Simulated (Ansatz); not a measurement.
PtC:
```
PtC
1.0
    0.00000     2.22365     2.22365
    2.22365     0.00000     2.22365
    2.22365     2.22365     0.00000
Pt C
1 1
Direct
  0.00000   0.00000   0.00000
  0.50000   0.50000   0.50000
```

Relaxed with r²SCAN.

Problem. Map the electron localisation function on the plane through (0.000, 0.000, 0.000) spanned by u = [1, 0, 0] and v = [0, 1, -1] in lattice vectors, from plane-wave PAW r²SCAN (Ansatz code).

Solution. x is the fraction of u, y of v (the angle between them is 90°; rows are the nearest grid lines); atoms in the plane: Pt at (0.00, 0.00), C at (0.50, 0.50).
```
y \ x   0.000  0.0625  0.188  0.250  0.375  0.438  0.562  0.625  0.750  0.812  0.938   1.00
------  -----  ------  -----  -----  -----  -----  -----  -----  -----  -----  -----  -----
1.00    0.612   0.587  0.592  0.524  0.220  0.147  0.147  0.220  0.524  0.592  0.587  0.612
0.938   0.587   0.558  0.530  0.459  0.214  0.167  0.167  0.214  0.459  0.530  0.558  0.587
0.875   0.582   0.535  0.391  0.319  0.246  0.267  0.267  0.246  0.319  0.391  0.535  0.582
0.750   0.524   0.458  0.239  0.299  0.665  0.711  0.711  0.665  0.299  0.239  0.458  0.524
0.688   0.360   0.316  0.288  0.499  0.791  0.756  0.756  0.791  0.499  0.288  0.316  0.360
0.625   0.220   0.214  0.408  0.665  0.750  0.587  0.587  0.750  0.665  0.408  0.214  0.220
0.562   0.147   0.167  0.492  0.711  0.586  0.223  0.223  0.586  0.711  0.492  0.167  0.147
0.438   0.147   0.167  0.492  0.711  0.586  0.223  0.223  0.586  0.711  0.492  0.167  0.147
0.375   0.220   0.214  0.408  0.665  0.750  0.587  0.587  0.750  0.665  0.408  0.214  0.220
0.312   0.360   0.316  0.288  0.499  0.791  0.756  0.756  0.791  0.499  0.288  0.316  0.360
0.250   0.524   0.458  0.239  0.299  0.665  0.711  0.711  0.665  0.299  0.239  0.458  0.524
0.125   0.582   0.535  0.391  0.319  0.246  0.267  0.267  0.246  0.319  0.391  0.535  0.582
0.0625  0.587   0.558  0.530  0.459  0.214  0.167  0.167  0.214  0.459  0.530  0.558  0.587
0.000   0.612   0.587  0.592  0.524  0.220  0.147  0.147  0.220  0.524  0.592  0.587  0.612
```

The density is the valence pseudo-density with augmentation charge, so density and ELF within about 1 Å of a nucleus are not all-electron values.

Space group Fm-3m (rock salt). The start of the workflow was typed in or built on a structure type; neither database checked (COD, Materials Project) lists it. Whether it is the stable phase at ambient conditions was not checked. Symmetry was held in the r²SCAN relaxation; whether a distortion lowers the energy is not shown. The run is not spin-polarised. Its formation energy is positive at this level, so the cell may be metastable or incomplete. Spin–orbit coupling is left out wherever it is not named.

Potentials: the earlier of the program's two PAW sets.
